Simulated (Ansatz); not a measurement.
AlNi in space group P4/mmm (No. 123; Al on 2f, Ni on 2h, Al on 2g, Ni on 2e) under volume change, the program Ansatz at the PBEsol level (PAW), shape and atoms relaxed at each volume.

```csv
V (Å³/atom),E − E(relaxed) (meV/atom),P (GPa)
11.068,?,?
11.432,23.7,11.02
11.797,?,?
12.162,0.0,0.01
12.527,5.0,-4.29
12.892,19.0,-7.92
13.257,40.7,-11.00
```

Problem. Some entries are withheld; supply them.

Solution. 
- 11.068, E − E(relaxed) (meV/atom): 56.6
- 11.068, P (GPa): 18.03
- 11.797, E − E(relaxed) (meV/atom): 5.6
- 11.797, P (GPa): 5.06

Problem. What does a third-order Birch–Murnaghan fit give for V₀, B₀ and B′?

Solution. V₀ = 12.16 Å³/atom, B₀ = 155 GPa, B′ = 4.5.

The start of the workflow was typed in or built on a structure type; neither database checked (COD, Materials Project) lists it. It is not the phase usual at ambient conditions (space group No. 221). The PBEsol relaxation kept the symmetry of its start; whether a distortion lowers the energy is not shown. The workflow began spin-polarised and lost its moments. The program gave a warning on the electronic state, which may not be the lowest.

Potentials: the earlier of the program's two PAW sets. The files were generated under PBE; for other functionals the program regenerates the frozen cores, and for LDA and PBEsol the local potential too.
